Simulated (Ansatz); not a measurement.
### Question
Name crystals whose computed values (DFT-PBEsol in the program Ansatz with PAW potentials) fall in these windows: G_Hill (GPa) 180 to 240; Θ_D (K) 800 to 970; B₀ by P(V) fit (GPa) 240 to 360.

### Answer


| crystal | G_Hill (GPa) | Θ_D (K) | B₀ by P(V) fit (GPa) |
|---|---|---|---|
| NbB2, P6/mmm (Nb on 1a, B on 2d) | 220 | 884 | 301 |
| TiC, rock salt | 189 | 941 | 267 |
Others may fit too.

Standing as an ambient phase not checked: NbB2, P6/mmm (Nb on 1a, B on 2d). All cells were relaxed under the symmetry of their starts (and spin orders); stability against distortions was not tested throughout. Rows with no word on spin ran without spin polarisation. Scalar-relativistic: spin–orbit coupling is off unless named, which matters more the heavier the elements.

Potentials: the later of the program's two PAW sets.
